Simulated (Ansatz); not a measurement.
A relaxed cell of Ga₅Sb₂As₃ is given with its symmetry left out. The cell was found from a structure generator's guess, not taken from experiment.

Theory: Ansatz, DFT PBE, scalar-relativistic, plane waves, PAW. Cutoff 420 eV, Γ-centred mesh, Gaussian smearing, no spin polarisation.

```cif
data_structure
_symmetry_space_group_name_H-M 'P 1'
_symmetry_Int_Tables_number 1
_cell_length_a 15.1219
_cell_length_b 15.1219
_cell_length_c 15.1219
_cell_angle_alpha 164.038
_cell_angle_beta 164.038
_cell_angle_gamma 22.647
_cell_volume 261.45
loop_
_atom_site_label
_atom_site_type_symbol
_atom_site_fract_x
_atom_site_fract_y
_atom_site_fract_z
_atom_site_occupancy
Ga1 Ga 0.00000 0.00000 0.00000 1
Ga2 Ga 0.60850 0.60850 0.00000 1
Ga3 Ga 0.20292 0.20292 0.00000 1
Ga4 Ga 0.79708 0.79708 0.00000 1
Ga5 Ga 0.39150 0.39150 0.00000 1
Sb1 Sb 0.44584 0.94584 0.50000 1
Sb2 Sb 0.05416 0.55416 0.50000 1
As1 As 0.65570 0.15570 0.50000 1
As2 As 0.25000 0.75000 0.50000 1
As3 As 0.84430 0.34430 0.50000 1
```

The zero of energy is the elements' standard structures at the same level; no fitted shifts are applied.

Question: What space group does it have?

Answer: I-4m2 (No. 119), with Sb and As ordered on zinc blende sites. Conventional cell: a = 4.199 Å, c = 29.655 Å. Ga on a site of symmetry -4m2 has 4 Sb at 2.64 Å; Ga on a site of symmetry 2mm has 2 As at 2.52 Å and 2 Sb at 2.65 Å; around Sb lie 4 Ga at 2.64–2.65 Å; As on a site of symmetry 2mm has 4 Ga at 2.52 Å; 2 more sites not described.

Question: How far does it lie from the elements in energy?

Answer: −0.25 eV/atom. It lies below the elements, which doesn't yet make it stable against other compounds or structures.

Question: Is it a metal?

Answer: There is no gap on the 12×12×12 mesh, but valence and conduction bands meet within 0.015 eV, so at this level it has a zero gap rather than a metal's Fermi surface.

The last run used a 12×12×12 mesh for its 10-atom cell and Gaussian smearing of 0.10 eV. Spin–orbit coupling, which can matter for Sb, is left out. The zero gap may come from the functional, which often closes small gaps. The reference form of As is held partly by dispersion forces, which this level lacks. A later test with randomly moved atoms came back to the same energy, though modes that don't fit the test's cell weren't probed.
